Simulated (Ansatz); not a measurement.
## Clamped-ion strain scan in Se

Theory: DFT LDA, scalar-relativistic, plane waves, PAW in Ansatz 0.2.0. Cutoff 420 eV, Γ-centred 16×16×16 k-points, Gaussian smearing of 0.15 eV. No spin polarisation. Energies are free energies at this smearing, counted from the undisturbed cell; pressure is positive in compression.

Reference structure (as given, not relaxed at this level; it stands at -3.5 GPa; this simple cubic form isn't the usual structure):

```
Se
1.0
     2.81056    0.00000    0.00000
     0.00000    2.81056    0.00000
     0.00000    0.00000    2.81056
Se
1
Direct
  0.00000 0.00000 0.00000
```

The cell is strained by ε times the Voigt pattern (0, 0, 1, 0, 0, 0) (xx, yy, zz, yz, xz, xy; engineering shear) with fractional coordinates fixed. The cell is metallic on the mesh throughout.

```tsv
ε	ΔE (meV/atom)
-0.1000	76.5
-0.0500	-0.8
0.0000	0.0
0.0250	16.4
0.0750	66.5
0.1000	93.0
```

Question: Predict the pressure (GPa) at each point.

Answer:
```tsv
ε	pressure (GPa)
-0.1000	7.8
-0.0500	1.0
0.0000	-3.5
0.0250	-5.0
0.0750	-7.2
0.1000	-8.0
```